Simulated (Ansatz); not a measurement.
# AlIr (Pm-3m): from strained cells to moduli

```
CELL_PARAMETERS angstrom
2.98910 0.00000 0.00000
0.00000 2.98910 0.00000
0.00000 0.00000 2.98910
ATOMIC_POSITIONS crystal
Al 0.00000 0.00000 0.00000
Ir 0.50000 0.50000 0.50000
```

Conventional cell: a = 2.989 Å, b = 2.989 Å, c = 2.989 Å, α = 90.00°, β = 90.00°, γ = 90.00°. Around Al (atom 1) lie 8 Ir at 2.59 Å. Around Ir (atom 2) lie 8 Al at 2.59 Å.

Level of theory, where no other is named: PBEsol, all-electron LAPW in Ansatz 0.2.0, scalar-relativistic. k mesh 16×16×16, Fermi-Dirac smearing of 0.050 eV, basis error target 1 meV/atom. The cell was relaxed by PAW under this functional. This phase needn't be the one found at ambient conditions.

The cell is cubic and carries a residual pressure of -0.04 GPa at this level. Each strain component that symmetry leaves independent is applied at ±0.005, the ions relax wherever a strain frees them, and the stress (tension positive, GPa) is read. Shears are engineering strains, γ = 2ε.

```json
{"strain": "xx", "size": "-0.005", "σxx": "-1.9414", "σyy": "-0.8558", "σzz": "-0.8558", "σyz": "0.0000", "σxz": "0.0000", "σxy": "0.0000"}
{"strain": "xx", "size": "+0.005", "σxx": "1.8377", "σyy": "0.9439", "σzz": "0.9439", "σyz": "0.0000", "σxz": "0.0000", "σxy": "0.0000"}
{"strain": "yz", "size": "-0.005", "σxx": "0.0289", "σyy": "0.0297", "σzz": "0.0297", "σyz": "-0.6854", "σxz": "0.0000", "σxy": "0.0000"}
{"strain": "yz", "size": "+0.005", "σxx": "0.0289", "σyy": "0.0297", "σzz": "0.0297", "σyz": "0.6854", "σxz": "0.0000", "σxy": "0.0000"}
```

A central difference gives one constant, for example C11 ≈ (1.8377 − (-1.9414))/(0.01) = 377.9 GPa; the program then imposes the crystal's symmetry on the whole matrix.

Question: What are the independent elastic constants?

Answer: C11 = 377.9, C12 = 180.0, C44 = 137.1 GPa.

Question: Do they meet the Born conditions?

Answer: C11 − C12 = 197.9, C11 + 2C12 = 737.9 and C44 = 137.1 GPa must all be positive, so the crystal is elastically stable; that says nothing yet of its phonons.

Question: What moduli does a random aggregate of grains have?

Answer: B = (C11 + 2C12)/3 = 246.0 GPa. G_V = (C11 − C12 + 3C44)/5 = 121.8 and G_R = 5(C11 − C12)C44/(4C44 + 3(C11 − C12)) = 118.8, so G_H = 120.3 GPa. Then E = 9BG/(3B + G) = 310.3 GPa, ν = (3B − 2G)/(6B + 2G) = 0.290 and B/G = 2.04, on the ductile side of Pugh's 1.75 (a rule of thumb).

Question: With the density of 13.629 g/cm³, how fast does sound travel, and what Debye temperature follows?

Answer: 

| direction | slow (m/s) | middle (m/s) | fast (m/s) |
| --- | --- | --- | --- |
| [100] | 3171 | 3171 | 5266 |
| [110] | 2695 | 3171 | 5525 |
| [111] | 2862 | 2862 | 5609 |

The mean of v⁻³ over directions and branches gives v_m = 3308 m/s and θ_D = (ħ/k_B) v_m (6π²n)^(1/3) = 415 K, n being atoms per volume. Young's modulus spans 262 to 347 GPa over directions, and the universal anisotropy index is 0.13.

Question: How far do the constants move if PAW replaces LAPW in the same cell?

Answer: 

```
constant  LAPW (GPa)  PAW (GPa)  difference
     C11       377.9      378.9         1.0
     C12       180.0      180.7         0.7
     C44       137.1      137.1         0.0
```

Question: How do the constants change if the ions are clamped to the homogeneous strain?

Answer: None moves by more than 0.3 GPa: by symmetry a homogeneous strain puts no force on these sites.

Limits of these numbers: responses of metals move with mesh and smearing; no spin-orbit coupling on heavy atoms; the frozen-core PAW files of the compared runs were fitted under PBE, their cores solved anew for this functional.
